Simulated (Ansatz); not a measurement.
Consider the following.

Starting cell, Pd (fcc, Cu type):

```
CELL_PARAMETERS angstrom
      0.00000     3.94276     3.94276
      1.97138     0.00000     1.97138
      1.97138     1.97138     0.00000
ATOMIC_POSITIONS crystal
  Pd 0.00000 0.00000 0.00000
  Pd 0.50000 0.00000 0.00000
```

A phonon eigenvector at L = (0.5, 0.0, 0.0) is frozen into this cell: atom i moves by Q times the vector below, so Q is the largest atomic displacement, in Å. The cell is held. (q is in reciprocal vectors of the primitive cell; the cell shown is doubled to hold the pattern.)

```csv
atom,x,y,z
Pd1,-0.577,0.577,0.577
Pd2,0.577,-0.577,-0.577
```

The numbers are results of PBE (plane waves to 420 eV, PAW, scalar-relativistic; Ansatz, an electronic-structure program), not measurements. k mesh 10×20×20 (Γ-centred), Fermi-Dirac smearing 0.05 eV. E stands for the smeared free energy. With partly filled bands, energies and forces of such displacements shift with the k mesh and the smearing. Pd is run without spin polarisation. Pd was relaxed with its symmetry unable to fall. The zero of ΔE is the undisplaced structure.

The scan covers Q from -0.100 to 0.100 Å in 13 points.

Task: Which space group does the distorted structure have?

Result: R-3m (No. 166), lowered from Fm-3m.

Task: Is this a single well or a double well?

Result: A single well with its minimum at or next to zero displacement.

Task: What is the energy change at Q = 0.100 Å?

Result: 187 meV/cell.

Task: What harmonic wavenumber does the curvature at Q = 0 give?

Result: 216 cm⁻¹.

(For displaced atoms, the force is minus the slope of the energy, and its curvature is a force constant, which sets phonon frequencies.)
